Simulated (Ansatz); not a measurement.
MoPt:
```yaml
crystal:
  lattice:
    - [2.71058, 0.00000, 0.00000]
    - [0.00000, 2.71058, 0.00000]
    - [0.00000, 0.00000, 4.12538]
  atoms:
    - { symbol: Pt, position: [0.00000, 0.00000, 0.00000] }
    - { symbol: Mo, position: [0.50000, 0.50000, 0.50000] }
```

Relaxed with r²SCAN. Special points in fractions of this cell's reciprocal vectors: Γ (0.000, 0.000, 0.000); X (0.000, 0.500, 0.000); M (0.500, 0.500, 0.000); Z (0.000, 0.000, 0.500); R (0.000, 0.500, 0.500); A (0.500, 0.500, 0.500).

Q: List the band energies nearest the Fermi level at these points for plane-wave PAW r²SCAN with spin–orbit coupling (Ansatz code).

A: In eV from the Fermi level; about four levels below and three above (degenerate sets whole), none deeper than 8.9 eV; points with the same levels are listed once.

```json
[
 {"k": "Γ", "below": "-1.42 -1.42 -1.07 -1.07", "above": "1.27 1.27 2.52 2.52"},
 {"k": "X", "below": "-2.83 -2.83 -2.29 -2.29", "above": "0.19 0.19 1.58 1.58"},
 {"k": "M", "below": "-6.85 -6.85 -6.70 -6.70", "above": "0.08 0.08 0.09 0.09"},
 {"k": "Z", "below": "-1.48 -1.48 -1.28 -1.28", "above": "0.81 0.81 0.98 0.98"},
 {"k": "R", "below": "-2.58 -2.58 -0.71 -0.71", "above": "0.40 0.40 0.43 0.43"},
 {"k": "A", "below": "-3.06 -3.06 -3.03 -3.03", "above": "0.22 0.22 0.72 0.72"}
]
```

Space group P4/mmm (L1₀ or tetragonal B2). The start of the workflow was typed in or built on a structure type; neither database checked (COD, Materials Project) lists it. Its standing as an ambient phase is unchecked. Symmetry was held in the r²SCAN relaxation; its stability against distortions is not shown here. The run is not spin-polarised.

Potentials: the earlier of the program's two PAW sets.
